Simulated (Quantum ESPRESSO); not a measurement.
## Band energies of AgCl at +2 % biaxial strain

```
AgCl
1.0
    1.88408    -5.54127     0.00000
    1.88408     5.54127     0.00000
    0.00000     0.00000     3.74139
Cl Ag
2 2
Direct
  0.86450   0.13550   0.25000
  0.13550   0.86450   0.75000
  0.39835   0.60165   0.75000
  0.60165   0.39835   0.25000
```

PBEsol (pw.x of Quantum ESPRESSO, ONCV potentials, scalar-relativistic); path ΓXSRAZΓYX1A1TY,ZT; energies in eV from the valence-band maximum.

| k (1/Å) | point | band 22 | band 23 | band 24 | band 25 | band 26 | band 27 | band 28 | band 29 |
|---|---|---|---|---|---|---|---|---|---|
| 0.00 | Γ | -2.58 | -2.42 | -1.89 | -1.70 | -1.62 | 0.32 | 3.06 | 7.55 |
| 0.35 |  | -2.11 | -1.96 | -1.60 | -1.57 | -0.99 | 1.79 | 3.92 | 5.73 |
| 0.70 |  | -2.10 | -1.63 | -1.17 | -0.30 | -0.08 | 2.95 | 4.68 | 5.30 |
| 0.93 | X | -2.14 | -1.37 | -0.88 | -0.13 | -0.07 | 2.48 | 5.66 | 5.80 |
| 1.08 |  | -2.13 | -1.40 | -1.05 | -0.10 | -0.03 | 2.64 | 5.37 | 5.78 |
| 1.23 | S | -2.12 | -1.47 | -1.18 | -0.09 | -0.01 | 2.77 | 5.18 | 5.77 |
| 1.54 |  | -2.23 | -1.59 | -1.49 | -0.77 | -0.48 | 3.00 | 4.44 | 6.39 |
| 1.86 |  | -2.28 | -2.04 | -1.88 | -1.69 | -1.20 | 2.87 | 2.90 | 6.28 |
| 2.07 | R | -2.30 | -2.21 | -2.21 | -1.61 | -1.61 | 2.66 | 2.66 | 7.05 |
| 2.22 |  | -2.34 | -2.13 | -2.13 | -1.57 | -1.57 | 2.70 | 2.70 | 7.00 |
| 2.37 | A | -2.34 | -2.03 | -2.03 | -1.49 | -1.49 | 2.78 | 2.78 | 6.83 |
| 2.68 |  | -2.30 | -2.21 | -2.21 | -1.41 | -1.41 | 2.81 | 2.81 | 7.42 |
| 2.99 |  | -2.38 | -1.74 | -1.74 | -0.55 | -0.55 | 3.77 | 3.77 | 6.99 |
| 3.30 | Z | -2.51 | -1.37 | -1.37 | -0.05 | -0.05 | 4.26 | 4.26 | 6.52 |
| 3.72 |  | -2.27 | -1.66 | -1.57 | -0.97 | -0.97 | 2.05 | 4.49 | 6.89 |
| 4.03 |  | -2.43 | -2.31 | -1.89 | -1.72 | -1.59 | 0.50 | 3.18 | 7.57 |
| 4.14 | Γ | -2.58 | -2.42 | -1.89 | -1.70 | -1.62 | 0.32 | 3.06 | 7.55 |
| 4.37 |  | -2.67 | -2.46 | -1.68 | -1.63 | -1.62 | 0.82 | 3.15 | 7.22 |
| 4.71 | Y | -2.66 | -2.19 | -1.79 | -1.72 | -1.51 | 1.85 | 3.57 | 6.01 |
| 4.81 |  | -2.41 | -2.13 | -2.05 | -1.46 | -1.42 | 1.91 | 3.65 | 5.99 |
| 5.13 |  | -2.26 | -1.62 | -1.03 | -0.79 | -0.79 | 2.35 | 4.61 | 6.16 |
| 5.44 | X1 | -2.14 | -1.37 | -0.88 | -0.13 | -0.07 | 2.48 | 5.66 | 5.80 |
| 5.82 |  | -2.27 | -1.81 | -1.17 | -0.98 | -0.60 | 3.06 | 4.34 | 5.59 |
| 6.10 |  | -2.27 | -2.20 | -1.86 | -1.51 | -1.14 | 2.94 | 3.03 | 6.00 |
| 6.28 | A1 | -2.34 | -2.03 | -2.03 | -1.49 | -1.49 | 2.78 | 2.78 | 6.83 |
| 6.37 |  | -2.31 | -1.82 | -1.82 | -1.36 | -1.36 | 3.01 | 3.01 | 6.43 |
| 6.74 |  | -2.06 | -1.01 | -1.01 | -0.67 | -0.67 | 3.92 | 3.92 | 5.62 |
| 7.02 | T | -1.96 | -0.94 | -0.94 | -0.08 | -0.08 | 3.31 | 3.31 | 7.04 |
| 7.27 |  | -1.90 | -1.27 | -0.79 | -0.55 | -0.39 | 2.71 | 4.33 | 6.27 |
| 7.61 |  | -2.13 | -1.85 | -1.50 | -1.44 | -1.17 | 2.12 | 4.01 | 6.13 |
| 7.86 | Y | -2.66 | -2.19 | -1.79 | -1.72 | -1.51 | 1.85 | 3.57 | 6.01 |
| 7.86 | Z | -2.51 | -1.37 | -1.37 | -0.05 | -0.05 | 4.26 | 4.26 | 6.52 |
| 8.05 |  | -2.41 | -1.32 | -1.32 | -0.06 | -0.06 | 4.03 | 4.03 | 6.76 |
| 8.43 | T | -1.96 | -0.94 | -0.94 | -0.08 | -0.08 | 3.31 | 3.31 | 7.04 |

The PBEsol gap is indirect, 0.32 eV, from 87 % of the way from Γ to X to Γ; the smallest direct gap is 1.94 eV. Another valence extremum on the path lies within 0.02 eV, too close to call.

Spin-orbit splittings are left out.

Geometry strained from the cell relaxed with PBEsol, atoms relaxed again.

This is not the ordinary phase of the substance; no match was found in the copy of COD used, and its stability was not checked.

Letters of k points follow the standard setting of the lattice, whose axes may be ordered differently from the printed cell.
